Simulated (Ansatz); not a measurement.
Input file for Ansatz (a program for electronic structure):

Ansatz 0.2 input:
```yaml
crystal:
  lattice:
    - [-2.1811394026, 6.5207050636, 3.076762125]
    - [2.1811394026, -6.5207050636, 3.076762125]
    - [2.1811394026, 6.5207050636, -3.076762125]
  atoms:
    - { symbol: In, position: [0.3991828047, 0.2388886825, 0.1602941222] }
    - { symbol: In, position: [0.0785945603, 0.2388886825, 0.8397058778] }
    - { symbol: Te, position: [0.6812294901, 0.0356998182, 0.6455296719] }
    - { symbol: Te, position: [0.3901701463, 0.0356998182, 0.3544703281] }
    - { symbol: Te, position: [0.9509629987, 0.9509629987, 0.0] }
kpoints:
  mp_grid: { grid: [5, 5, 5] }
hamiltonian:
  xc: hse06
  pseudopotentials: { kind: paw }
scf:
  n_extra_bands: 6
  occupations: { method: fixed }
output:
  eigenvalues: true
  eigenstates:
    e_range: [-9.0, 8.2]
    kpoints:
      - [0.5, 0.5, 0.5]  # VBM
      - [0.0, 0.0, 0.0]  # CBM
```

Output (shortened):

```
basis.fft_grid_basis auto: the FFT boxes are laid along the combinations [[1, 1, 0], [0, 1, 1], [0, 0, 1]] of the cell's own vectors, 6.154, 4.362 and 7.533 Å …
Pseudopotential: In, paw, valence charge 13
Pseudopotential: Te, paw, valence charge 16
Functional definition: HSE06
davidson cushion auto → on  (no smearing: the cushion is to keep the highest requested band from converging to the state above it …
Crystal: 5 atoms, lattice volume = 175.038 Å³
Basis set: ecut = 420 eV, 3421 PW (Γ), FFT grids on a1+a2, a2+a3, a3
Bands: 43, of which v1, the nominal top of the filled ones, is band 37 counted from 1 (36 counted from 0)
Symmetry: 4 space group operations
Space group: Imm2 (ITA 44), of the structure as read, at distance tolerance 5.6e-5 Å
k-points: 27 of 125 (time reversal used)
SCF iter   1: F=—  HF=-32137.021102 eV  |F-HF|=—  |Δ(HF+E_count)|=         —  Δρ=1.26e-3  dr2=7.33e-3  ethr=1.77e-3  ⟨swp⟩=8.8  Hψ=4969  notcnv=0
preconditioner: auto → none
SCF iter   2: F=—  HF=-32137.022575 eV  |F-HF|=—  |Δ(HF+E_count)|=   1.47e-3  Δρ=7.22e-4  dr2=2.73e-3  ethr=9.91e-6  ⟨swp⟩=5.7  Hψ=4152  notcnv=0  defer=7
iter 3 solved again at ethr=2.01e-7 eV; its pass at ethr=3.68e-6 eV (dr2=1.49e-4 eV) is discarded
SCF iter   3: F=—  HF=-32137.022011 eV  |F-HF|=—  |Δ(HF+E_count)|=   5.64e-4  Δρ=2.88e-4  dr2=1.49e-4  ethr=2.01e-7  ⟨swp⟩=3.2  Hψ=5747  notcnv=0
SCF iter   4: F=—  HF=-32137.022160 eV  |F-HF|=—  |Δ(HF+E_count)|=   1.48e-4  Δρ=9.69e-5  dr2=2.98e-5  ethr=2.01e-7  ⟨swp⟩=3.7  Hψ=3071  notcnv=0
SCF iter   5: F=-32137.022175 eV  HF=-32137.022171 eV  |F-HF|=4.33e-6  |Δ(HF+E_count)|=   1.15e-5  Δρ=4.97e-5  dr2=3.17e-6  ethr=4.03e-8  ⟨swp⟩=3.5  Hψ=3081  notcnv=0
SCF 1 stopped early in 5 iterations: F = -32137.022175 eV  dr2 = 3.17e-6
Crystal: 5 atoms, lattice volume = 175.038 Å³
Exchange kernel: α = 0.2500, screened, ω = 0.2079 Å⁻¹, Wigner–Seitz truncation, v(0) = 1046.7387 eV·Å³, q-mesh 5×5×5, nearest image of the exchange supercell L …
Frozen-core exchange: fock
SCF iter   1: F=—  HF=-32158.488157 eV  |F-HF|=—  |Δ(HF+E_count)|=         —  Δρ=4.72e-3  dr2=3.77e-2  ethr=4.28e-8  ⟨swp⟩=11.3  Hψ=7758  notcnv=0
preconditioner: auto → none
SCF iter   2: F=—  HF=-32158.479967 eV  |F-HF|=—  |Δ(HF+E_count)|=   8.19e-3  Δρ=1.81e-3  dr2=7.88e-3  ethr=4.28e-8  ⟨swp⟩=7.5  Hψ=6482  notcnv=0
SCF iter   3: F=—  HF=-32158.495732 eV  |F-HF|=—  |Δ(HF+E_count)|=   1.58e-2  Δρ=1.40e-3  dr2=3.02e-3  ethr=4.28e-8  ⟨swp⟩=7.0  Hψ=5832  notcnv=0  defer=6
SCF iter   4: F=—  HF=-32158.495155 eV  |F-HF|=—  |Δ(HF+E_count)|=   5.77e-4  Δρ=3.64e-4  dr2=2.64e-4  ethr=4.28e-8  ⟨swp⟩=5.2  Hψ=4810  notcnv=0
SCF iter   5: F=—  HF=-32158.495618 eV  |F-HF|=—  |Δ(HF+E_count)|=   4.63e-4  Δρ=1.43e-4  dr2=1.00e-4  ethr=4.28e-8  ⟨swp⟩=5.0  Hψ=4068  notcnv=0
SCF iter   6: F=-32158.495594 eV  HF=-32158.495597 eV  |F-HF|=2.93e-6  |Δ(HF+E_count)|=   2.14e-5  Δρ=2.58e-5  dr2=4.28e-6  ethr=4.28e-8  ⟨swp⟩=4.0  Hψ=3320  notcnv=0
SCF 2 stopped early in 6 iterations: F = -32158.495594 eV  dr2 = 4.28e-6
hybrid outer 1: dexx = +1.914e-2 eV, tail = 1.63e-4 eV
Crystal: 5 atoms, lattice volume = 175.038 Å³
Exchange kernel: α = 0.2500, screened, ω = 0.2079 Å⁻¹, Wigner–Seitz truncation, v(0) = 1046.7387 eV·Å³, q-mesh 5×5×5, nearest image of the exchange supercell L …
Frozen-core exchange: fock
SCF iter   1: F=—  HF=-32158.495487 eV  |F-HF|=—  |Δ(HF+E_count)|=         —  Δρ=3.54e-5  dr2=3.05e-6  ethr=1.10e-6  ⟨swp⟩=2.8  Hψ=2591  notcnv=0
preconditioner: auto → none
SCF iter   2: F=—  HF=-32158.495488 eV  |F-HF|=—  |Δ(HF+E_count)|=   1.54e-6  Δρ=1.75e-5  dr2=9.59e-7  ethr=3.89e-9  ⟨swp⟩=4.9  Hψ=4176  notcnv=0  defer=2
iter 3 solved again at ethr=6.95e-11 eV; its pass at ethr=1.22e-9 eV (dr2=5.14e-8 eV) is discarded
SCF iter   3: F=-32158.495488 eV  HF=-32158.495488 eV  |F-HF|=1.85e-8  |Δ(HF+E_count)|=   2.67e-7  Δρ=5.71e-6  dr2=6.76e-8  ethr=6.95e-11  ⟨swp⟩=3.0  Hψ=5765  notcnv=0
SCF 3 converged in 3 iterations: F = -32158.495488 eV  dr2 = 6.76e-8
hybrid outer 2: dexx = +1.094e-6 eV, tail = 1.57e-7 eV, Δε = 1.58e-3 eV (about 1.09e-4 eV left of the loop's levels)
NSCF: frozen V_eff on 2 k-points
hybrid SCF converged: 2 outer / 9 inner (+5 warm-up), last move |dexx| = 1.09e-6 eV, tail = 1.57e-7 eV
Stability not checked (fock_operator)
Free energy (F): -32158.495488 eV
Frozen-core exchange: fock
Harris-Foulkes:  -32158.495488 eV  (|F-HF|=1.85e-8)
Internal energy: -32158.495488 eV  (E = F + TS)
E sigma→0 (E₀):  -32158.495488 eV
Fermi energy:    7.163564 eV
--- Per-component energies (eV) ---
  E_band       = -1110.232741
  E_kinetic    = 1026.449399
  E_local      = -6874.702735  (includes V_loc(G=0)·N_el)
  E_nonlocal   = -199.253761
  E_hartree    = 3675.049493
  E_xc         = -641.338126
  E_vxc        = -408.820104  (∫ρ·V_xc dr)
  E_exx        = -200.229863  (= α·E_x^exact, valence–valence)
  E_paw        = -22283.611365  (= ΣΔE_a)
  E_vpaw       = -1603.536508  (= ΣTr[D̂ρ^β])
  E_aug_tail   = -0.000484  (compensation charges beyond the density's cutoff)
  E_ewald      = -6661.338375
  E_core_change = 0.480329  (= ΣΔE_core)
  E_smearing   =  0.000000  (= −TS)
  E_closure    =  0.000000  (closes the sum)
  Σ components = -32158.495488   (vs F -32158.495488, Δ=0.00e0)
  [band-id]    e_kinetic+e_local+e_nonlocal+2·e_hartree+e_vxc+2·e_exx+e_vpaw+e_augmentation_tail = -1110.224933   (vs E_band -1110.232741, Δ=7.81e-3)
--- Band table (eV; the first three rows and the last of 27) ---
  k-point 0: bands = ["-32.2048", "-32.2039", "-32.2031", "-32.2028", "-32.1531", "-32.1504", "-32.1389", "-32.1383", "-32.1229", "-32.1218", "-31.5609", "-31.5474", "-31.3861", "-31.3486", "-31.3141", "-9.7569", "-9.7430", "-9.6837", "-9.6744", "-9.6678", …
  k-point 1: bands = ["-32.2046", "-32.2036", "-32.2032", "-32.2028", "-32.1531", "-32.1503", "-32.1390", "-32.1384", "-32.1229", "-32.1217", "-31.5609", "-31.5474", "-31.3862", "-31.3487", "-31.3137", "-9.7627", "-9.7473", "-9.6993", "-9.6684", "-9.6623", …
  k-point 2: bands = ["-32.2042", "-32.2033", "-32.2031", "-32.2029", "-32.1531", "-32.1503", "-32.1391", "-32.1384", "-32.1227", "-32.1214", "-31.5609", "-31.5474", "-31.3863", "-31.3488", "-31.3131", "-9.7735", "-9.7666", "-9.7131", "-9.6643", "-9.6588", …
  k-point 26: bands = ["-32.2046", "-32.2036", "-32.2032", "-32.2028", "-32.1531", "-32.1504", "-32.1390", "-32.1383", "-32.1230", "-32.1215", "-31.5609", "-31.5474", "-31.3862", "-31.3487", "-31.3137", "-9.7735", "-9.7324", "-9.7179", "-9.6634", "-9.6578", …
```

Cost: about 13 core-minutes (a rough figure) on shared cores.

The points marked VBM and CBM come from a semilocal run.

The first step of the workflow began from a Materials Project structure, measured or hypothetical; the Crystallography Open Database copy checked does not list it. COD files the formula under space group No. 216, so this cell is another polymorph or a model. Its standing as an ambient phase is unchecked. The PBEsol relaxation kept the symmetry of its start; whether a distortion lowers the energy is not shown. Scalar-relativistic: spin–orbit coupling is off unless named, which matters more the heavier the elements.

Potentials: the later of the program's two PAW sets.

Ansatz is a plane-wave DFT program.
